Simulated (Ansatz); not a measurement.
**Sr$_{2}$YReO$_{6}$: reading a single point**

```yaml
crystal:
  lattice:
    - [0.00000, 4.14116, 4.14116]
    - [4.14116, 0.00000, 4.14116]
    - [4.14116, 4.14116, 0.00000]
  atoms:
    - { symbol: Re, position: [0.00000, 0.00000, 0.00000] }
    - { symbol: O, position: [0.75000, 0.25000, 0.25000] }
    - { symbol: O, position: [0.25000, 0.75000, 0.25000] }
    - { symbol: O, position: [0.25000, 0.75000, 0.75000] }
    - { symbol: O, position: [0.75000, 0.25000, 0.75000] }
    - { symbol: O, position: [0.25000, 0.25000, 0.75000] }
    - { symbol: O, position: [0.75000, 0.75000, 0.25000] }
    - { symbol: Y, position: [0.50000, 0.50000, 0.50000] }
    - { symbol: Sr, position: [0.25000, 0.25000, 0.25000] }
    - { symbol: Sr, position: [0.75000, 0.75000, 0.75000] }
```

Level: m-r2SCAN, no spin polarisation; 500 eV; 6×6×6 Γ-centred mesh; tetrahedron occupations; Ansatz 0.2.0, fixed geometry.

Task: What does the stress say?

Result: The pressure is -3.1 GPa (compression positive), so with the atoms held at these fractions the cell would first shrink; the forces are large, so a full relaxation may end otherwise.

Task: Which element gives electrons and which takes them?

Result: Bader charges in e: Sr +1.66, Y +2.15, Re +2.34, O -1.30. In the mean Re gives up most and O takes most.

Task: Which atom feels the largest force, and which way?

Result: The largest is on O2 (and as large on other atoms): 4.87 eV/Å, components (-4.87, 0.00, 0.00). It makes 0° with the line to a nearest neighbour, Re1 at 2.07 Å, pointing towards it.

Task: Metal or insulator?

Result: It is a metal, with about 6.5 states/eV a cell as the mean within 0.25 eV of the Fermi level, mostly Re d (66 %) and O p (27 %).

Task: What do density and ELF say about some of the short contacts?

Result: Re–O at 2.07 Å: least valence density 0.75 e/Å³ and ELF 0.27 there. O–Y at 2.07 Å: least valence density 0.63 e/Å³ and ELF 0.16 there. Sr–O at 2.93 Å: least valence density 0.10 e/Å³ and ELF 0.04 there. These are pseudo-fields; inside the PAW spheres they differ from the all-electron ones.

Origin: a database entry at a rescaled volume. Caveats: empty levels are not fully converged; many states at the Fermi level without spin polarisation, so a magnetic state may lie lower; the Fermi level lies in a narrow band between gaps, which spin or distortion may split; correlation that this level lacks may open a gap in such a compound; forces this large suggest misplaced atoms in the database entry; atoms or cell far from equilibrium; forces and stress under tetrahedra may miss the slope of the energy; m-r2SCAN is r2SCAN with a changed spin dependence that lowers moments.
